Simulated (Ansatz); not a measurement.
Data:

BN:
```xyz
2
Lattice="0.0000 1.8048 1.8048 1.8048 0.0000 1.8048 1.8048 1.8048 0.0000" Properties=species:S:1:pos:R:3 pbc="T T T"
N      2.7073     2.7073     2.7073
B      0.0000     0.0000     0.0000
```

This is the r²SCAN-relaxed structure. Tensor components refer to the Cartesian frame of this cell.

**Question.** All from r²SCAN (plane waves, PAW; program Ansatz), unless another level is named. Predict the highest zone-centre frequency (without LO–TO term).

**Answer.** 1044 cm⁻¹.

**Question.** Give the Poisson's ratio.

**Answer.** 0.12.

**Question.** Give the piezoelectric stress constants (proper, relaxed ions, C/m²).

**Answer.** e14 = e25 = e36 = 0.97.

**Question.** Next, the zero-point energy?

**Answer.** 159.4 meV/atom.

Space group F-43m (zinc blende). Symmetry was held in the r²SCAN relaxation; phonons on a q-mesh show no instability.

Potentials: the later of the program's two PAW sets.
